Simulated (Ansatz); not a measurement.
Free-standing chains of the atoms of NiO, named by their start (strip: triangular double chain, ladder: square double chain); atoms and period are relaxed, and energies count from relaxed bulk NiO (Fm-3m, 9.18 Å³/atom, gap on the mesh 0.82 eV).

Theory: DFT r2SCAN, scalar-relativistic, plane waves, PAW in Ansatz 0.2.0.

Cutoff 500 eV, Gaussian smearing of 0.05 eV, energies at zero smearing, symmetry of each start kept, collinear spin where a moment is listed.

```tsv
start	atoms	k mesh	excess energy (eV per host atom)	period (Å)	gap on the mesh (eV)	highest filled level or Fermi level under vacuum (eV)	size of the moment (μB per cell)
linear chain	2	1×1×17	1.073	3.434	0.52	6.23	2.00
dimerised chain	2	1×1×17	1.073	3.435	0.53	6.23	2.00
zigzag chain	2	1×1×19	1.056	3.378	0.59	6.24	2.00
ladder chain	4	1×1×17	0.773	3.607	0.22	-	4.00
```

An odd mesh misses points on the zone edge, so a gap read on it can be too wide. Moments started parallel, and an antiferromagnetic order may lie lower.

Each run keeps its start's symmetry and one magnetic start, so lower states can exist. Rows stand on unlike meshes and boxes, so starts that end alike can differ by a few hundredths of an eV per atom.